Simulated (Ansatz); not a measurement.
The following input was run with Ansatz 0.2.0.

```yaml
crystal:
  lattice:
    - [4.8829991138, 0.0, 0.0]
    - [-2.4414995569, 4.2288012792, 0.0]
    - [0.0, 0.0, 3.967]
  atoms:
    - { symbol: "Y", position: [0.0, 0.0, 0.0] }
    - { symbol: Ni, position: [0.3333333333, 0.6666666667, 0.0], spin: 0.3 }
    - { symbol: Ni, position: [0.6666666667, 0.3333333333, 0.0], spin: 0.3 }
    - { symbol: Ni, position: [0.5, 0.0, 0.5], spin: 0.42 }
    - { symbol: Ni, position: [0.5, 0.5, 0.5], spin: 0.42 }
    - { symbol: Ni, position: [0.0, 0.5, 0.5], spin: 0.42 }
basis:
  ecutwfc: 420
kpoints:
  mp_grid: { grid: [12, 12, 10] }
hamiltonian:
  xc: pbesol
scf:
  occupations: { method: gaussian, width: 0.1 }
output:
  forces: true
  stress: true
  eigenvalues: true
  populations: true
magnetization:
  spin_polarized: true
relax:
  adjacent_minimum: "off"
  f_tol: 0.005
  max_steps: 80
  cell: { stress_tol: 0.05 }
```

Command:
```bash
ansatz run input.yaml --threads 1 --pin off --max-ram 2560MiB --backend cpu --events-out ev --progress --plain --runs-dir out
```

Computed with DFT PBEsol, scalar-relativistic, plane waves, PAW (Ansatz).

Part of what the program printed, abridged (final results; tables in files aren't shown):

```
SCF 6 converged in 12 iterations: F = -32821.891528 eV  dr2 = 2.81e-11
SCF converged after 12 iterations
Magnetization: 1.3817 μB (51.1909 up, 49.8091 down)
Absolute magnetization: 1.7722 μB (∫|ρ↑−ρ↓|, with the PAW one-centre terms)
Spin contamination: 0.0214 ħ² per cell (⟨S²⟩ above its minimum at these occupations)
Per-site moments (μB) at R_I (Å): [(-0.03703962, 1.14565703), (0.26233560, 0.98742722), (0.26233560, 0.98742722), (0.34758501, 0.98742722), (0.34758501, 0.98742722), (0.34758501, 0.98742722)]
Free energy (F): -32821.891528 eV
Harris-Foulkes:  -32821.891528 eV  (|F-HF|=1.46e-11)
Internal energy: -32821.865137 eV  (E = F + TS)
E sigma→0 (E₀):  -32821.878333 eV
Entropy (-TS):   -0.026390 eV (-4.398 meV/atom)
Fermi energy:    16.411516 eV
--- Per-component energies (eV) ---
  E_band       = -1595.748575
  E_kinetic    = 1728.456902
  E_local      = -20821.157400  (includes V_loc(G=0)·N_el)
  E_nonlocal   = 3231.799200
  E_hartree    = 8843.187710
  E_xc         = -597.784179
  E_vxc        = -749.688406  (∫ρ·V_xc dr)
  E_paw        = -10747.630475  (= ΣΔE_a)
  E_vpaw       = -2671.537985  (= ΣTr[D̂ρ^β])
  E_aug_tail   = 0.002836  (compensation charges beyond the density's cutoff)
  E_ewald      = -14459.874949
  E_core_change = 1.135217  (= ΣΔE_core)
  E_smearing   = -0.026390  (= −TS)
--- Forces (eV/Å), atoms counted from 1 ---
  atom   1  Y      0.00000000     0.00000000     0.00000000
  atom   2  Ni     0.00000000     0.00000000     0.00000000
  atom   3  Ni     0.00000000     0.00000000     0.00000000
  atom   4  Ni     0.00000000     0.00000000     0.00000000
  atom   5  Ni     0.00000000     0.00000000     0.00000000
  atom   6  Ni     0.00000000     0.00000000     0.00000000
--- Stress (GPa, compression-positive) ---
        0.014027       0.000000       0.000000
        0.000000       0.014027       0.000000
        0.000000       0.000000       0.017983
  P = ⅓ Tr σ = 0.0153 GPa (0.153 kbar)
--- Band table (eV; the first three rows and the last of 228) ---
  k-point 0 ↑: bands = ["-86.5921", "-86.5630", "-86.5630", "-86.3435", "-86.3422", "-47.3798", "-47.2634", "-47.2036", "-47.2036", "-47.1164", "-47.1164", "-47.1095", "-46.9901", "-46.9604", "-46.9604", "-46.8939", "-46.7914", "-46.7914", "-46.7634", "-46.7634", "-25.2126", "-5.3263", "-5.3263", "-5.2654", "8.2336", "11.8168", "12.7678", "12.7678", "12.9014", "12.9745", "12.9745", "12.9763", "13.3468", "13.3468", "13.6281", "14.1791", "14.1791", "14.7044", "14.7044", "14.9550", "14.9936", "14.9936", "15.3958", "15.3958", "15.4348", "15.6440", "15.6440", "16.3519", "16.3519", "16.3610", "17.6663", "17.8074", "17.8355", "17.8355", "18.6092", "19.1349", "19.1349", "20.8675", "20.8675", "24.778 ...
  k-point 1 ↑: bands = ["-86.5918", "-86.5630", "-86.5630", "-86.3438", "-86.3422", "-47.3841", "-47.2568", "-47.2032", "-47.2032", "-47.1183", "-47.1183", "-47.1050", "-46.9968", "-46.9604", "-46.9604", "-46.8939", "-46.7895", "-46.7895", "-46.7639", "-46.7639", "-25.2118", "-5.3251", "-5.3251", "-5.2811", "8.3483", "11.8348", "12.7244", "12.7441", "12.7441", "12.9447", "13.0152", "13.0152", "13.3782", "13.3782", "13.9626", "14.2298", "14.2298", "14.5918", "14.5918", "14.9062", "15.1316", "15.1316", "15.3998", "15.3998", "15.4305", "15.6513", "15.6513", "16.2312", "16.2312", "16.3611", "17.1505", "17.6518", "17.7718", "17.7718", "18.8232", "18.8232", "19.0144", "21.3319", "21.3319", "24.963 ...
  k-point 2 ↑: bands = ["-86.5913", "-86.5630", "-86.5630", "-86.3443", "-86.3422", "-47.3948", "-47.2379", "-47.2021", "-47.2021", "-47.1229", "-47.1229", "-47.0941", "-47.0162", "-46.9604", "-46.9604", "-46.8939", "-46.7848", "-46.7848", "-46.7650", "-46.7650", "-25.2097", "-5.3220", "-5.3220", "-5.3219", "8.6847", "11.8606", "12.3788", "12.6852", "12.6852", "13.0507", "13.1330", "13.1330", "13.4704", "13.4704", "14.3474", "14.3474", "14.4337", "14.4337", "14.5448", "14.7672", "15.3622", "15.3622", "15.4122", "15.4122", "15.4190", "15.6913", "15.6913", "15.9109", "15.9109", "16.0818", "16.3611", "17.5813", "17.5813", "17.6028", "18.3118", "18.3118", "19.6055", "22.2729", "22.2729", "24.551 ...
  k-point 113 ↓: bands = ["-86.1449", "-86.1449", "-86.1312", "-86.0170", "-86.0170", "-46.8620", "-46.8620", "-46.7269", "-46.7239", "-46.7239", "-46.7139", "-46.6745", "-46.6745", "-46.6053", "-46.5604", "-46.5604", "-46.4849", "-46.4846", "-46.4846", "-46.4830", "-25.2281", "-5.4493", "-5.3639", "-5.3639", "11.8641", "11.8641", "12.2952", "12.2952", "13.0303", "13.1123", "13.7911", "13.7911", "13.8014", "13.8221", "13.8221", "14.4744", "14.4744", "14.5789", "14.5789", "14.6681", "14.8898", "15.3151", "15.3151", "15.3860", "15.6902", "15.8291", "15.8894", "15.8894", "16.0087", "16.4197", "16.4197", "17.1268", "17.1268", "17.3503", "18.1719", "20.6066", "20.6066", "20.7968", "20.7968", "22. ...
--- Relaxed structure (5 steps of the walk, 5 accepted, 1 SCFs on fresh bases) ---
  F+E_penalty+E_count = -32821.89152780 eV   max|allowed force component| = 3.701e-17 eV/Å   (the final SCF, on the basis selected at the relaxed cell)
  cell:  # Å, volume = 78.1504 Å³
    - [4.81051196, 0.0, 0.0]
    - [-2.40525598, 4.16602556, 0.0]
    - [0.0, 0.0, 3.89958070]
  atoms:
    - { symbol: Y, position: [0.0, 0.0, 0.0] }
    - { symbol: Ni, position: [0.33333333, 0.66666666, 0.0] }
    - { symbol: Ni, position: [0.66666666, 0.33333333, 0.0] }
    - { symbol: Ni, position: [0.5, 0.0, 0.5] }
    - { symbol: Ni, position: [0.5, 0.5, 0.5] }
    - { symbol: Ni, position: [0.0, 0.5, 0.5] }
--- Löwdin populations: 6 sites ---
  site symbol q [e]    m [muB]
     0      Y     11.0694    -0.1000
     1     Ni     17.7749     0.2618
     2     Ni     17.7749     0.2618
     3     Ni     17.7828     0.3413
     4     Ni     17.7828     0.3413
     5     Ni     17.7828     0.3413
  spilling = 0.010223 (of n_electrons = 101.000000)
```

The relaxation met its thresholds.

Time: 12 min on 1 thread of Arm Neoverse V1 (shared host), peak memory 1 GiB.